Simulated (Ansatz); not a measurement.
Ansatz input

```yaml
crystal:
  lattice:
    - [2.5176621887, 0.0, 0.0]
    - [0.0, 2.5176621887, 0.0]
    - [0.0, 0.0, 2.5176621887]
  atoms:
    - { symbol: Pd, position: [0.0, 0.0, 0.0] }
hamiltonian:
  xc: r2scan
  pseudopotentials:
    kind: paw
    azcp:
      Pd: "pseudopotentials/Pd.paw.azcp"
basis:
  ecutwfc: 500
  fft_grid_basis: typed
kpoints:
  mp_grid: { grid: [14, 14, 14], shift: [0, 0, 0] }
magnetization:
  spin_polarized: false
scf:
  occupations: { method: fermi_dirac, width: 0.1 }
  lower_state_search: "off"
output:
  stress: true
  write_density: true
  write_potential: true
  elf: true
  volumetric_format: npy
```

Terminal output

```
Engine: ansatz 0.2.0, x86_64-unknown-linux-gnu
Pseudopotentials: kind: paw
Pseudopotential: Pd, paw, valence charge 18, recommended cutoff 500 eV (meta_gga) 
Functional definition: r2SCAN
  parameter k0 = 0.174
  parameter k1 = 0.065
  parameter a1 = 4.9479
  exchange = r2scan_x(k0 = k0, k1 = k1, a1 = a1)
  correlation = r2scan_c
Crystal: 1 atoms, lattice volume = 15.959 Å³
Basis set: ecut = 500 eV, 437 PW (Γ), exchange–correlation on 80×80×80 points (64 copies of the dense FFT grid, shifted against one another)
Bands: 13, of which v1, the nominal top of the filled ones, is band 9 counted from 1 (8 counted from 0)
Symmetry: 48 space group operations
Space group: Pm-3m (ITA 221), of the structure as read, at distance tolerance 2.5e-5 Å
k-points: 120 of 2744
Non-local potential: Pd, projectors of the file, l = 0: 2, l = 1: 2, l = 2: 2, l = 3: 1
PAW form: soft (Blöchl's): semilocal exchange-correlation on the pseudo side does not see the compensation charge
PAW frozen core: Pd, regenerated for the run's functional (the file was generated under x = pbe(κ = 0.804, μ = 0.2195149727645171), c = pbe(β = 0.06672455060314922))
PAW one-centre angular grid: Pd, 590 points (default); XC on 160 Gauss nodes
Initial density: superposition of atomic densities (neutral atoms: chi_scale 0, normalization atom), corrected by the library's trained network
Initial wavefunctions: pseudopotential atomic-orbital guess
Functional: x = r2scan, c = r2scan; τ floored in thin density (d = 2e-4 eV/Å³)
SCF iter   1: F=-6985.191664 eV  HF=-6985.212746 eV  |F-HF|=2.11e-2  |Δ(HF+E_count)|=         —  Δρ=2.22e-2  dr2=5.62e-2  dr2_τ=1.81e-2  ethr=1.77e-3  ⟨swp⟩=5.3  Hψ=9624  notcnv=0
SCF iter   2: F=-6985.214065 eV  HF=-6985.214307 eV  |F-HF|=2.42e-4  |Δ(HF+E_count)|=   1.56e-3  Δρ=1.02e-2  dr2=6.73e-3  dr2_τ=1.20e-3  ethr=3.12e-4  ⟨swp⟩=1.7  Hψ=3110  notcnv=0
SCF iter   3: F=-6985.213334 eV  HF=-6985.215189 eV  |F-HF|=1.86e-3  |Δ(HF+E_count)|=   8.82e-4  Δρ=4.39e-3  dr2=2.99e-3  dr2_τ=1.46e-4  ethr=3.74e-5  ⟨swp⟩=1.2  Hψ=2187  notcnv=0
SCF iter   4: F=-6985.214557 eV  HF=-6985.214547 eV  |F-HF|=9.82e-6  |Δ(HF+E_count)|=   6.42e-4  Δρ=5.59e-4  dr2=3.91e-5  dr2_τ=2.36e-6  ethr=1.66e-5  ⟨swp⟩=2.3  Hψ=2550  notcnv=0
SCF iter   5: F=-6985.214579 eV  HF=-6985.214585 eV  |F-HF|=6.13e-6  |Δ(HF+E_count)|=   3.77e-5  Δρ=2.67e-4  dr2=9.02e-6  dr2_τ=5.77e-7  ethr=2.17e-7  ⟨swp⟩=2.2  Hψ=2382  notcnv=0
SCF iter   6: F=-6985.214583 eV  HF=-6985.214583 eV  |F-HF|=8.87e-7  |Δ(HF+E_count)|=   1.33e-6  Δρ=9.86e-5  dr2=1.27e-6  dr2_τ=4.83e-8  ethr=5.01e-8  ⟨swp⟩=1.4  Hψ=1725  notcnv=0
SCF iter   7: F=-6985.214583 eV  HF=-6985.214583 eV  |F-HF|=6.03e-8  |Δ(HF+E_count)|=   2.38e-7  Δρ=2.53e-5  dr2=8.72e-8  dr2_τ=2.62e-9  ethr=5.56e-10  ⟨swp⟩=5.2  Hψ=8731  notcnv=0
SCF 1 converged in 7 iterations: F = -6985.214583 eV  dr2 = 8.72e-8
SCF converged after 7 iterations
Free energy (F): -6985.214583 eV
Harris-Foulkes:  -6985.214583 eV  (|F-HF|=6.03e-8)
Internal energy: -6985.174072 eV  (E = F + TS)
E sigma→0 (E₀):  -6985.194327 eV
Entropy (-TS):   -0.040511 eV (-40.511 meV/atom)
Fermi energy:    17.927124 eV
--- Per-component energies (eV) ---
  E_band       = -186.587404
  E_kinetic    = 518.319594
  E_local      = -1959.476863  (includes V_loc(G=0)·N_el)
  E_nonlocal   = 218.260388
  E_hartree    = 800.726734
  E_xc         = -160.615936
  E_vxc        = -232.905052  (∫ρ·V_xc dr)
  E_paw        = -3773.035027  (= ΣΔE_a)
  E_vpaw       = -349.372675  (= ΣTr[D̂ρ^β])
  E_aug_tail   = 0.000109  (compensation charges beyond the density's cutoff)
  E_vtau       = 17.117050  (kinetic-family band-sum trace: ∫τ·v_τ [+ j·A + Jᵃ·Aᵃ] dr)
  E_ewald      = -2628.900985
  E_core_change = -0.452087  (= ΣΔE_core)
  E_smearing   = -0.040511  (= −TS)
  E_closure    = 0.000000  (closes the sum)
  Σ components = -6985.214583   (vs F -6985.214583, Δ=0.00e0)
--- Stress (GPa, compression-positive) ---
       14.257725       0.000000       0.000000
        0.000000      14.257725       0.000000
        0.000000       0.000000      14.257725
  P = ⅓ Tr σ = 14.2577 GPa (142.577 kbar)
--- Band table (eV; the first three rows and the last of 120) ---
  k-point 0: bands = ["-68.6294", "-33.2364", "-33.2364", "-33.2364", "11.2863", "12.5225", "12.5225", "17.8722", "17.8722", "17.8722", "35.8360", "35.8360", "35.8360"]
  k-point 1: bands = ["-68.6263", "-33.2657", "-33.2339", "-33.2339", "11.4340", "12.5489", "12.6527", "17.7628", "17.7628", "17.8811", "34.7488", "36.0861", "36.0861"]
  k-point 2: bands = ["-68.6176", "-33.3477", "-33.2270", "-33.2270", "11.8108", "12.6234", "13.0860", "17.4669", "17.4669", "17.9057", "32.5728", "36.7963", "36.7963"]
  k-point 119: bands = ["-68.4451", "-33.6839", "-33.6839", "-33.6839", "13.1967", "13.1967", "13.1967", "19.4776", "19.4776", "29.4764", "30.5669", "30.5669", "30.5669"]
```

Command:

```sh
ansatz run input.yaml --threads 1 --pin off --max-ram 3584MiB --backend cpu --events-out ev --progress --plain --runs-dir out
```

On 1 thread of Intel(R) Xeon(R) Platinum 8259CL CPU @ 2.50GHz (Skylake/Cascade Lake) (shared host) this took about 8.6 s of wall time and 8.5 s of CPU time.
